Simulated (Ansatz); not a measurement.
# Li2ZnCl4: the gap from level to level

A database entry relaxed whole under r2SCAN at zero pressure (Fd-3m, No. 227):

```
Li Zn Cl
1.0
     0.00000    5.15892    5.15892
     5.15892    0.00000    5.15892
     5.15892    5.15892    0.00000
Li Zn Cl
4 2 8
Direct
  0.12500 0.12500 0.12500
  0.62500 0.12500 0.12500
  0.12500 0.12500 0.62500
  0.12500 0.62500 0.12500
  0.75000 0.75000 0.75000
  0.50000 0.50000 0.50000
  0.87798 0.87798 0.87798
  0.88394 0.37202 0.37202
  0.87798 0.87798 0.36606
  0.37202 0.88394 0.37202
  0.36606 0.87798 0.87798
  0.37202 0.37202 0.37202
  0.87798 0.36606 0.87798
  0.37202 0.37202 0.88394
```

Its volume is 19.61 Å³ an atom, -0.8 % against the entry's 19.77, a cell as deposited in COD (1996).

Single points on this cell with plane-wave PAW DFT (Ansatz 0.2.0; r2SCAN 500 eV, hybrids 420 eV; fermi-dirac occupations of width 0.020 eV; no moments): r2SCAN on a 6×6×6 Γ-centred mesh; HSE06 on a 4×4×4 Γ-centred mesh; PBE0 on a 4×4×4 Γ-centred mesh.

Q: What does each level give for gap and charges?

A: The runs give:

| level | gap (eV), or kind | pressure (GPa) | Bader charge of Li (e) | Bader charge of Zn (e) | Bader charge of Cl (e) |
| --- | --- | --- | --- | --- | --- |
| r2SCAN | 4.95 | 0.0 | +0.91 | +1.21 | -0.76 |
| HSE06 | 5.81 | 0.6 | +0.91 | +1.21 | -0.76 |
| PBE0 | 6.54 | 0.5 | +0.91 | +1.21 | -0.76 |

Under r2SCAN the gap is 4.95 eV, over mesh and band path. HSE06 moves it by +0.86 eV and PBE0 by +1.59 eV; PBE0 keeps its exact exchange at long range, which widens the gap over HSE06's by 0.72 eV on their common mesh.

Caveats: the relaxation kept the start's symmetry; HSE06 is read on its mesh and at the zone's corners, PBE0 on its mesh alone; hybrid pressures are good to a few tenths of a GPa; pressure is positive in compression.
